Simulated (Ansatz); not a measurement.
ZnO₂:
```cif
data_O8Zn4
_chemical_formula_sum 'Zn4 O8'
_space_group_name_H-M_alt 'P 1'
_space_group_IT_number 1
_cell_length_a 4.87263
_cell_length_b 4.87263
_cell_length_c 4.87263
_cell_angle_alpha 90.000
_cell_angle_beta 90.000
_cell_angle_gamma 90.000
loop_
_space_group_symop_operation_xyz
  'x, y, z'
loop_
_atom_site_label
_atom_site_type_symbol
_atom_site_fract_x
_atom_site_fract_y
_atom_site_fract_z
_atom_site_occupancy
Zn1 Zn 0.00000 0.50000 0.50000 1
Zn2 Zn 0.50000 0.50000 0.00000 1
Zn3 Zn 0.50000 0.00000 0.50000 1
Zn4 Zn 0.00000 0.00000 0.00000 1
O1 O 0.41224 0.08776 0.91224 1
O2 O 0.58776 0.91224 0.08776 1
O3 O 0.08776 0.91224 0.41224 1
O4 O 0.91224 0.08776 0.58776 1
O5 O 0.91224 0.41224 0.08776 1
O6 O 0.08776 0.58776 0.91224 1
O7 O 0.58776 0.58776 0.58776 1
O8 O 0.41224 0.41224 0.41224 1
```

Relaxed with r²SCAN.

### Question
Give the optical modes at the zone centre with their infrared and Raman activity from DFPT, r²SCAN (plane waves, PAW; program Ansatz).

### Answer
Transverse frequencies, without the LO–TO term; a row sums one degenerate level.

```tsv
ω (cm⁻¹)	degeneracy	IR ((D/Å)²/amu)	Raman (Å⁴/amu)	activity	symmetry
132	2	0.00	0	silent	Eu
132	3	0.56	0	IR	Tu
147	1	0.00	0	silent	Au
196	3	1.22	0	IR	Tu
263	3	56.97	0	IR	Tu
301	1	0.00	0	silent	Au
339	3	10.45	0	IR	Tu
364	2	0.00	0	silent	Eu
395	3	0.00	6.9	Raman	Tg
411	2	0.00	83	Raman	Eg
421	3	2.79	0	IR	Tu
467	3	0.00	33	Raman	Tg
881	3	0.00	290	Raman	Tg
882	1	0.00	790	Raman	Ag
```

### Question
How high does the top mode go among those that the LO–TO term moves?

### Answer
457 cm⁻¹ for q along x.

Space group Pa-3. The workflow started from a Materials Project entry (that database holds measured and hypothetical structures alike); the Crystallography Open Database copy checked does not list it. Whether it is the stable phase at ambient conditions was not checked. Symmetry was held in the r²SCAN relaxation; whether a distortion lowers the energy is not shown.

Potentials: the later of the program's two PAW sets.
